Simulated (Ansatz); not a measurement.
An Ansatz (a program for electronic structure) run. Input:

Ansatz 0.2 input:
```yaml
crystal:
  lattice:
    - [1.3177731554, -5.2953823209, 0.0]
    - [1.3177731554, 5.2953823209, 0.0]
    - [0.0, 0.0, 4.3243574791]
  atoms:
    - { symbol: Mo, position: [0.674687846, 0.325312154, 0.25] }
    - { symbol: Pd, position: [0.9310044257, 0.0689955743, 0.25] }
    - { symbol: Mo, position: [0.325312154, 0.674687846, 0.75] }
    - { symbol: Pd, position: [0.0689955743, 0.9310044257, 0.75] }
kpoints:
  mp_grid: { grid: [16, 16, 10] }
hamiltonian:
  xc: r2scan
  pseudopotentials: { kind: paw }
scf:
  occupations: { method: gaussian, width: 0.1 }
checkpoint: { read: metal.run }
output: { write_density: true, elf: true, volumetric_format: npy }
basis: { fft_grid_basis: typed }
```

Output (shortened):

```
Pseudopotential: Mo, paw, valence charge 14
Pseudopotential: Pd, paw, valence charge 18
Functional definition: r2SCAN
Crystal: 4 atoms, lattice volume = 60.352 Å³
Basis set: ecut = 500 eV, 1525 PW (Γ), exchange–correlation on 160×160×128 points (64 copies of the dense FFT grid, shifted against one another)
Bands: 39, of which v1, the nominal top of the filled ones, is band 32 counted from 1 (31 counted from 0)
Symmetry: 8 space group operations
Space group: Cmcm (ITA 63), of the structure as read, at distance tolerance 3.9e-5 Å
k-points: 438 of 2560
Stability of the state it starts from, as read at its close in the unpolarized treatment …
iter 1 solved again at ethr=1.13e-8 eV; its pass at ethr=3.10e-3 eV (dr2=7.22e-6 eV) is discarded
SCF iter   1: F=—  HF=-23906.388179 eV  |F-HF|=—  |Δ(HF+E_count)|=         —  Δρ=4.29e-7  dr2=3.27e-11  dr2_τ=1.55e-11  ethr=1.13e-8  ⟨swp⟩=3.7  Hψ=112159  notcnv=0
preconditioner: auto → Kerker (q_TF=auto, 2.755 Å⁻¹)
SCF iter   2: F=-23906.388179 eV  HF=-23906.388179 eV  |F-HF|=0.00e0  |Δ(HF+E_count)|=   1.00e-7  Δρ=2.10e-7  dr2=1.33e-11  dr2_τ=1.72e-11  ethr=1.00e-12  ⟨swp⟩=5.3  Hψ=54641  notcnv=0
SCF 1 converged in 2 iterations: F = -23906.388179 eV  dr2 = 1.33e-11
SCF converged after 2 iterations
Free energy (F): -23906.388179 eV
Harris-Foulkes:  -23906.388179 eV  (|F-HF|=0.00e0)
Internal energy: -23906.374451 eV  (E = F + TS)
E sigma→0 (E₀):  -23906.381315 eV
Entropy (-TS):   -0.013728 eV (-3.432 meV/atom)
Fermi energy:    20.707221 eV
--- Per-component energies (eV) ---
  E_band       = -439.463207
  E_kinetic    = 1909.360515
  E_local      = -5313.021121  (includes V_loc(G=0)·N_el)
  E_nonlocal   = 716.388885
  E_hartree    = 2070.280103
  E_xc         = -678.509498
  E_vxc        = -979.906373  (∫ρ·V_xc dr)
  E_paw        = -13976.547965  (= ΣΔE_a)
  E_vpaw       = -981.686220  (= ΣTr[D̂ρ^β])
  E_aug_tail   = 0.000225  (compensation charges beyond the density's cutoff)
  E_vtau       = 68.840604  (kinetic-family band-sum trace: ∫τ·v_τ [+ j·A + Jᵃ·Aᵃ] dr)
  E_ewald      = -8632.979015
  E_core_change = -1.346580  (= ΣΔE_core)
  E_smearing   = -0.013728  (= −TS)
  E_closure    =  0.000000  (closes the sum)
  Σ components = -23906.388179   (vs F -23906.388179, Δ=0.00e0)
  [band-id]    e_kinetic+e_local+e_nonlocal+2·e_hartree+e_vxc+e_vpaw+e_augmentation_tail+e_vtau = -439.463280   (vs E_band -439.463207, Δ=-7.24e-5)
--- Band table (eV; the first three rows and the last of 438) ---
  k-point 0: bands = ["-66.5976", "-66.5578", "-42.2972", "-42.2143", "-31.6443", "-31.5275", "-31.4325", "-31.3822", "-31.2301", "-31.1956", "-15.7673", "-15.6920", "-15.5032", "-15.3612", "-14.8928", "-14.7947", "12.9631", "14.7157", "15.1796", "15.7639", …
  k-point 1: bands = ["-66.5966", "-66.5588", "-42.2953", "-42.2164", "-31.6425", "-31.5326", "-31.4302", "-31.3810", "-31.2293", "-31.1964", "-15.7705", "-15.6959", "-15.4953", "-15.3633", "-14.8905", "-14.7972", "13.0769", "14.7462", "15.2065", "15.4969", …
  k-point 2: bands = ["-66.5938", "-66.5616", "-42.2895", "-42.2224", "-31.6369", "-31.5462", "-31.4234", "-31.3789", "-31.2268", "-31.1988", "-15.7767", "-15.7073", "-15.4751", "-15.3692", "-14.8837", "-14.8043", "13.4065", "14.7994", "15.2080", "15.2743", …
  k-point 437: bands = ["-66.5777", "-66.5777", "-42.2569", "-42.2569", "-31.5972", "-31.5972", "-31.3920", "-31.3920", "-31.2127", "-31.2127", "-15.7757", "-15.7757", "-15.4025", "-15.4025", "-14.8443", "-14.8443", "15.1486", "15.1486", "15.5457", "15.5457", …
```

Cost: around 40 core-seconds (rough) on shared cores.

The start of the workflow was typed in or built on a structure type; neither database checked (COD, Materials Project) lists it. Its standing as an ambient phase is unchecked. The r²SCAN relaxation kept the symmetry of its start; its stability against distortions is not shown here. The run is not spin-polarised. Spin–orbit coupling is left out wherever it is not named.

Potentials: the later of the program's two PAW sets.

Ansatz is a plane-wave DFT program.
